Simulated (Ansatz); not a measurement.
VN:
```cif
data_NV
_chemical_formula_sum 'V1 N1'
_space_group_name_H-M_alt 'P 1'
_space_group_IT_number 1
_cell_length_a 2.85822
_cell_length_b 2.85822
_cell_length_c 2.85822
_cell_angle_alpha 60.000
_cell_angle_beta 60.000
_cell_angle_gamma 60.000
loop_
_space_group_symop_operation_xyz
  'x, y, z'
loop_
_atom_site_label
_atom_site_type_symbol
_atom_site_fract_x
_atom_site_fract_y
_atom_site_fract_z
_atom_site_occupancy
V1 V 0.00000 0.00000 0.00000 1
N1 N 0.50000 0.50000 0.50000 1
```

Relaxed with LDA.

Task: Decompose the optical modes at the zone centre into irreducible representations, and say which are infrared and Raman allowed.

Result: Point group m-3m: Γ_opt = T1u. Infrared: T1u. Raman: none.

Task: Assign frequencies (DFPT, LDA (plane waves, PAW; program Ansatz)).

Result: T1u 411 cm⁻¹.

Space group Fm-3m (rock salt). The cell was relaxed with LDA under the symmetry of its start; of distortions, only those at the zone centre were tested. No spin polarisation was allowed. As this level gives no gap, phonon frequencies hold no LO–TO term and depend on the k-mesh and smearing (Fermi–Dirac, 0.1 eV here).

Potentials: the later of the program's two PAW sets.
